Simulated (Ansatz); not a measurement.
Not every guess gives a structure. This one for Be₂CdS₂ was tried:

Recipe of this trial structure of Be₂CdS₂: random cell by space group and Wyckoff sites (P6/mmm, No. 191). The dimensions are guesses.

```
Be Cd S
1.0
     4.84487    0.00000    0.00000
    -2.42244    4.19578    0.00000
     0.00000    0.00000    4.67304
Be Cd S
2 1 2
Cartesian
  0.0000 2.7972 0.0000
  2.4224 1.3986 0.0000
  0.0000 0.0000 0.0000
  0.0000 2.7972 2.3365
  2.4224 1.3986 2.3365
```

Computed with Ansatz, DFT PBE, scalar-relativistic, plane waves, PAW.

Input of the final relaxation:

```yaml
crystal:
  lattice:
    - [4.5195191749, 0.0, 0.0]
    - [-2.2597595875, 3.9140184184, 0.0]
    - [0.0, 0.0, 4.4608163571]
  atoms:
    - { symbol: Be, position: [0.3333333333, 0.6666666667, 0.0] }
    - { symbol: Be, position: [0.6666666667, 0.3333333333, 0.0] }
    - { symbol: Cd, position: [0.0, 0.0, 0.0] }
    - { symbol: S, position: [0.3333333333, 0.6666666667, 0.5] }
    - { symbol: S, position: [0.6666666667, 0.3333333333, 0.5] }
basis:
  ecutwfc: 420
kpoints:
  mp_grid: { grid: [12, 12, 8] }
hamiltonian:
  xc: pbe
scf:
  occupations: { method: gaussian, width: 0.1 }
output:
  forces: true
  stress: true
  eigenvalues: true
relax:
  adjacent_minimum: "off"
  f_tol: 0.01
  max_steps: 80
  cell: { stress_tol: 0.05 }
```

```bash
ansatz run input.yaml --threads 1 --pin off --max-ram 2560MiB --backend cpu --events-out ev --progress --plain --runs-dir out
```

Last lines of the log:

```
SCF iter   5: F=—  HF=-10244.148657 eV  |F-HF|=—  |Δ(HF+E_count)|=   7.38e-6  Δρ=7.28e-6  dr2=1.74e-7  ethr=1.04e-8  ⟨swp⟩=2.0  Hψ=3088  notcnv=0
SCF iter   6: F=—  HF=-10244.148657 eV  |F-HF|=—  |Δ(HF+E_count)|=   3.01e-7  Δρ=2.51e-6  dr2=2.83e-8  ethr=4.83e-10  ⟨swp⟩=2.0  Hψ=3515  notcnv=0
SCF iter   7: F=—  HF=-10244.148657 eV  |F-HF|=—  |Δ(HF+E_count)|=   1.82e-8  Δρ=6.58e-7  dr2=1.23e-9  ethr=7.85e-11  ⟨swp⟩=2.0  Hψ=3247  notcnv=0
SCF iter   8: F=—  HF=-10244.148657 eV  |F-HF|=—  |Δ(HF+E_count)|=   1.14e-9  Δρ=1.51e-7  dr2=7.75e-11  ethr=3.41e-12  ⟨swp⟩=2.0  Hψ=3287  notcnv=0
SCF iter   9: F=-10244.148657 eV  HF=-10244.148657 eV  |F-HF|=1.09e-11  |Δ(HF+E_count)|=  1.71e-10  Δρ=3.20e-8  dr2=2.24e-12  ethr=1.00e-12  ⟨swp⟩=4.8  Hψ=7224  notcnv=0
SCF 26 converged in 9 iterations: F = -10244.148657 eV  dr2 = 2.24e-12
relax step  26: F+E_penalty+E_count = -10244.14865720 eV  Δ(F+E_penalty+E_count) = -1.242e-4 eV  max|allowed force component| = 4.655e-18 eV/Å  Δτ_max = 0.0000 Å  P = +0.005 GPa  Ω = 184.483 Å³  energy of the carried Pulay correction = -6.411e-4 eV  (9 SCF iters, accepted)
Crystal: 5 atoms, lattice volume = 185.621 Å³
Basis set: ecut = 420 eV, 3595 PW (Γ), exchange–correlation on 100×100×50 points (8 copies of the dense FFT grid, shifted against one another)
SCF iter   1: F=—  HF=-10244.148450 eV  |F-HF|=—  |Δ(HF+E_count)|=         —  Δρ=1.52e-4  dr2=6.27e-5  ethr=4.80e-7  ⟨swp⟩=2.1  Hψ=12349  notcnv=0
SCF iter   2: F=—  HF=-10244.148579 eV  |F-HF|=—  |Δ(HF+E_count)|=   1.29e-4  Δρ=7.84e-5  dr2=1.78e-5  ethr=1.74e-7  ⟨swp⟩=2.0  Hψ=3160  notcnv=0
SCF iter   3: F=—  HF=-10244.148584 eV  |F-HF|=—  |Δ(HF+E_count)|=   5.55e-6  Δρ=2.83e-5  dr2=2.09e-6  ethr=4.96e-8  ⟨swp⟩=2.0  Hψ=3436  notcnv=0
SCF iter   4: F=—  HF=-10244.148579 eV  |F-HF|=—  |Δ(HF+E_count)|=   4.81e-6  Δρ=8.77e-6  dr2=2.13e-7  ethr=5.81e-9  ⟨swp⟩=2.0  Hψ=3325  notcnv=0
SCF iter   5: F=—  HF=-10244.148580 eV  |F-HF|=—  |Δ(HF+E_count)|=   4.00e-7  Δρ=2.66e-6  dr2=1.30e-8  ethr=5.91e-10  ⟨swp⟩=2.4  Hψ=3627  notcnv=0
SCF iter   6: F=—  HF=-10244.148580 eV  |F-HF|=—  |Δ(HF+E_count)|=   8.10e-9  Δρ=7.68e-7  dr2=2.26e-9  ethr=3.61e-11  ⟨swp⟩=2.0  Hψ=3515  notcnv=0
SCF iter   7: F=—  HF=-10244.148580 eV  |F-HF|=—  |Δ(HF+E_count)|=   1.27e-9  Δρ=3.66e-7  dr2=2.52e-10  ethr=6.27e-12  ⟨swp⟩=2.0  Hψ=3245  notcnv=0
```

Problem. How did the run end?

Solution. The run was cut off at its time limit. It had made 26 ionic steps, with the energy down by 0.445 eV/atom and the largest force component at 0.000 eV/Å. The volume went from 15.8 to 36.9 Å³/atom. No property of the compound can be read from it.

The run took 13 min on 1 thread of AMD EPYC (Zen 3), on a shared host, peak memory 0.63 GiB.
